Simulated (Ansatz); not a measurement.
YTaN$_{3}$ in space group R3c (No. 161; Y on 6a, Ta on 6a, N on 18b), plane-wave PAW r²SCAN (Ansatz code), all energies at zero smearing, with the estimated change up to a 700 eV cutoff added, with one set of potentials and settings (totals compare only within such a set). Cell of 10 atoms (2 Y, 2 Ta, 6 N): -29931.092 eV.

```csv
element,reference phase,E (eV/atom)
Y,"P6_3/mmc, 2 atoms in the cell",-3859.7274
Ta,"Im-3m, 1 atoms in the cell",-9945.1755
N,"Pa-3, 8 atoms in the cell",-384.8341
```

Formation energy per atom, worked out: (-29931.092 − 2×(-3859.7274) − 2×(-9945.1755) − 6×(-384.8341))/10 = -1.228 eV/atom (-119 kJ per mol of atoms), at 0 K, without zero-point energy or fitted corrections.

The start of the workflow was typed in or built on a structure type; neither database checked (COD, Materials Project) lists it. Whether it is the stable phase at ambient conditions was not checked. The cell was relaxed with r²SCAN under the symmetry of its start; whether a distortion lowers the energy is not shown. The run is not spin-polarised. The references are the lowest solids computed at this level, not always the standard phases (solids in place of the gases). Scalar-relativistic: spin–orbit coupling is off unless named, which matters more the heavier the elements.

Potentials: the earlier of the program's two PAW sets.
